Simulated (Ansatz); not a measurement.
## Profile along the Zn–Au line in ZnAu (CsCl type)

ZnAu (CsCl type)

```
CELL_PARAMETERS angstrom
      3.09586     0.00000     0.00000
      0.00000     3.09586     0.00000
      0.00000     0.00000     3.09586
ATOMIC_POSITIONS crystal
  Zn 0.50000 0.50000 0.50000
  Au 0.00000 0.00000 0.00000
```

Fields along a shortest Zn–Au line of a {110} plane (2.68 Å), from Zn to Au, interpolated on the slice's grid (step about 0.2 Å). Method: LDA (plane waves to 420 eV, PAW, scalar-relativistic; Ansatz, a program for electronic structure). k mesh 15×15×15. Inside the PAW spheres the values are not all-electron values, and peaks at nuclei hang on which shells count as valence. Spin-orbit coupling is left out, though Au is heavy. ZnAu was relaxed with its symmetry unable to fall.

```json
[
 {"distance from Zn (Å)": "0.00", "valence electron density (e/Å³)": "45.99", "electron localisation function": "x"},
 {"distance from Zn (Å)": "0.13", "valence electron density (e/Å³)": "37.70", "electron localisation function": "x"},
 {"distance from Zn (Å)": "0.27", "valence electron density (e/Å³)": "21.10", "electron localisation function": "x"},
 {"distance from Zn (Å)": "0.40", "valence electron density (e/Å³)": "8.60", "electron localisation function": "x"},
 {"distance from Zn (Å)": "0.54", "valence electron density (e/Å³)": "3.14", "electron localisation function": "0.04"},
 {"distance from Zn (Å)": "0.67", "valence electron density (e/Å³)": "1.33", "electron localisation function": "0.12"},
 {"distance from Zn (Å)": "0.80", "valence electron density (e/Å³)": "0.70", "electron localisation function": "0.18"},
 {"distance from Zn (Å)": "0.94", "valence electron density (e/Å³)": "0.43", "electron localisation function": "0.19"},
 {"distance from Zn (Å)": "1.07", "valence electron density (e/Å³)": "0.32", "electron localisation function": "0.20"},
 {"distance from Zn (Å)": "1.21", "valence electron density (e/Å³)": "0.29", "electron localisation function": "0.23"},
 {"distance from Zn (Å)": "1.34", "valence electron density (e/Å³)": "0.32", "electron localisation function": "0.28"},
 {"distance from Zn (Å)": "1.47", "valence electron density (e/Å³)": "0.42", "electron localisation function": "0.30"},
 {"distance from Zn (Å)": "1.61", "valence electron density (e/Å³)": "0.63", "electron localisation function": "0.32"},
 {"distance from Zn (Å)": "1.74", "valence electron density (e/Å³)": "1.11", "electron localisation function": "0.38"},
 {"distance from Zn (Å)": "1.88", "valence electron density (e/Å³)": "2.29", "electron localisation function": "0.45"},
 {"distance from Zn (Å)": "2.01", "valence electron density (e/Å³)": "4.30", "electron localisation function": "0.52"},
 {"distance from Zn (Å)": "2.14", "valence electron density (e/Å³)": "6.67", "electron localisation function": "0.57"},
 {"distance from Zn (Å)": "2.28", "valence electron density (e/Å³)": "9.35", "electron localisation function": "x"},
 {"distance from Zn (Å)": "2.41", "valence electron density (e/Å³)": "12.11", "electron localisation function": "x"},
 {"distance from Zn (Å)": "2.55", "valence electron density (e/Å³)": "14.27", "electron localisation function": "x"},
 {"distance from Zn (Å)": "2.68", "valence electron density (e/Å³)": "15.14", "electron localisation function": "x"}
]
```

x: too close to a nucleus for the ELF to mean much.

Density on the Zn–Au line (2.68 Å) at its density minimum, 1.2 Å from Zn: 0.29 e/Å³. ELF at that point: 0.2.
